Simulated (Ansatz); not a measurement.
Ta$_{3}$N$_{5}$:
```
CELL_PARAMETERS angstrom
      1.93642    -5.13014     0.00000
      1.93642     5.13014     0.00000
      0.00000     0.00000    10.29560
ATOMIC_POSITIONS crystal
  Ta 0.19678 0.80322 0.25000
  Ta 0.80322 0.19678 0.75000
  Ta 0.86666 0.13334 0.44004
  Ta 0.13334 0.86666 0.55996
  Ta 0.13334 0.86666 0.94004
  Ta 0.86666 0.13334 0.05996
  N  0.04698 0.95302 0.38124
  N  0.95302 0.04698 0.61876
  N  0.95302 0.04698 0.88124
  N  0.04698 0.95302 0.11876
  N  0.69206 0.30794 0.57407
  N  0.30794 0.69206 0.42593
  N  0.30794 0.69206 0.07407
  N  0.69206 0.30794 0.92593
  N  0.23699 0.76301 0.75000
  N  0.76301 0.23699 0.25000
```

Relaxed with r²SCAN. Special points in fractions of this cell's reciprocal vectors: Γ (0.000, 0.000, 0.000); Y (-0.500, 0.500, 0.000); C0 (-0.286, 0.714, 0.000); Σ0 (0.286, 0.286, 0.000); Z (0.000, 0.000, 0.500); A0 (0.286, 0.286, 0.500); E0 (-0.286, 0.714, 0.500); T (-0.500, 0.500, 0.500); S (0.000, 0.500, 0.000); R (0.000, 0.500, 0.500).

Task: List the band energies nearest the valence-band maximum at these points for DFT-r²SCAN in the program Ansatz with PAW potentials.

Result: In eV from the valence-band maximum; about four levels below and three above (degenerate sets whole), none deeper than 8.9 eV; points with the same levels are listed once.

```tsv
k	below	above
Γ	-0.87 -0.58 -0.32 -0.07	1.81 2.03 2.46
Y	-1.04 -0.99 -0.92 -0.33	1.59 2.20 2.65
C0	-1.51 -1.18 -0.95 -0.53	2.15 2.63 2.76
Z	-0.78 -0.78 -0.57 -0.57	1.94 1.94 2.81 2.81
A0	-1.23 -1.23 -1.02 -1.02	2.69 2.69 3.02 3.02
T	-1.27 -1.27 -0.62 -0.62	1.92 1.92 2.98 2.98
S	-1.14 -1.10 -0.63 -0.45	2.10 2.11 2.99
R	-0.82 -0.82 -0.57 -0.57	2.28 2.28 3.00 3.00
```

Space group Cmcm. The workflow started from a Materials Project entry (that database holds measured and hypothetical structures alike); the Crystallography Open Database files this formula in space group No. 63, but the cells were not matched. Its standing as an ambient phase is unchecked. The r²SCAN relaxation kept the symmetry of its start; whether a distortion lowers the energy is not shown. The run is not spin-polarised. Spin–orbit coupling is left out wherever it is not named.

Potentials: the later of the program's two PAW sets.
